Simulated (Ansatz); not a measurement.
Total density of states per atom from PBEsol (plane waves, PAW; program Ansatz), in 0.25 eV bins, energy from the Fermi level:

(E (eV), states/eV/atom): (-7.85, 0.00); (-7.60, 0.03); (-7.35, 0.05); (-7.10, 0.37); (-6.85, 0.50); (-6.60, 0.68); (-6.35, 0.63); (-6.10, 0.33); (-5.85, 0.16); (-5.60, 0.48); (-5.35, 0.64); (-5.10, 0.80); (-4.85, 1.01); (-4.60, 0.87); (-4.35, 0.93); (-4.10, 0.53); (-3.85, 0.04); (-3.60, 0.13); (-3.35, 0.25); (-3.10, 0.44); (-2.85, 0.68); (-2.60, 1.36); (-2.35, 1.24); (-2.10, 0.94); (-1.85, 0.65); (-1.60, 0.95); (-1.35, 0.96); (-1.10, 0.73); (-0.85, 0.51); (-0.60, 0.57); (-0.35, 0.62); (-0.10, 0.66); (0.15, 0.82); (0.40, 1.27); (0.65, 1.60); (0.90, 2.03); (1.15, 1.68); (1.40, 0.86); (1.65, 0.80); (1.90, 0.64); (2.15, 0.44); (2.40, 0.33); (2.65, 0.33); (2.90, 0.41); (3.15, 0.41); (3.40, 0.48); (3.65, 0.54); (3.90, 0.51); (4.15, 0.67); (4.40, 0.53); (4.65, 0.42)

### Question
Which compound is it?
A. CrSBr, Pmmn (Cr on 2b, S on 2a, Br on 2a)
B. LiC6, Cmmm (C on 4i, C on 4i, C on 4i, Li on 2c)
C. Cr2C, P-3m1 (Cr on 2d, C on 1b)
D. Sn3Te2Se, P-3m1 (Sn on 1b, Sn on 2d, Te on 2d, Se on 1a)

### Answer
C, Cr2C, P-3m1 (Cr on 2d, C on 1b). Within 0.5 eV of the Fermi level: Cr 3d 95 %. Projections are on Löwdin-orthogonalised atomic valence shells; empty p or d shells of many metals are not among them.

The first step of the workflow began from a Materials Project structure, measured or hypothetical; the Crystallography Open Database copy checked does not list it. Whether it is the stable phase at ambient conditions was not checked. The PBEsol relaxation kept the symmetry of its start; of distortions, only those at the zone centre were tested. The run is not spin-polarised.

Potentials: the later of the program's two PAW sets.
